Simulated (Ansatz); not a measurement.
Total density of states per atom from plane-wave PAW LDA (Ansatz code), in 0.25 eV bins, energy from the Fermi level:

(E (eV), states/eV/atom): (-6.10, 0.00); (-5.85, 0.03); (-5.60, 0.05); (-5.35, 0.07); (-5.10, 0.08); (-4.85, 0.10); (-4.60, 0.12); (-4.35, 0.13); (-4.10, 0.15); (-3.85, 0.18); (-3.60, 0.21); (-3.35, 0.24); (-3.10, 0.30); (-2.85, 0.41); (-2.60, 0.76); (-2.35, 0.91); (-2.10, 1.10); (-1.85, 1.49); (-1.60, 1.18); (-1.35, 0.82); (-1.10, 0.64); (-0.85, 0.65); (-0.60, 2.40); (-0.35, 2.16); (-0.10, 2.01); (0.15, 2.14); (0.40, 2.00); (0.65, 1.38); (0.90, 1.05); (1.15, 0.43); (1.40, 0.39); (1.65, 0.46); (1.90, 0.67); (2.15, 1.19); (2.40, 1.45); (2.65, 1.91); (2.90, 2.19); (3.15, 2.34); (3.40, 3.77); (3.65, 1.94); (3.90, 1.28); (4.15, 1.09); (4.40, 0.91); (4.65, 0.54)

Q: Which of these materials gives this?
A) CoSi2, fluorite or antifluorite type
B) Ti, bcc (W type)
C) Ga, P2_1/m (Ga on 2e)
D) AlN, wurtzite

A: B, Ti, bcc (W type). Within 0.5 eV of the Fermi level: Ti 3d 89 %, Ti 4s 5 %, outside the projected shells 5 %. Projections are on Löwdin-orthogonalised atomic valence shells; empty p or d shells of many metals are not among them.

Space group Im-3m (bcc (W type)). This is a known high-temperature phase of the composition, computed here at zero pressure and temperature. The LDA relaxation kept the symmetry of its start. At this level the phase is mechanically unstable. The run is not spin-polarised.

Potentials: the earlier of the program's two PAW sets.
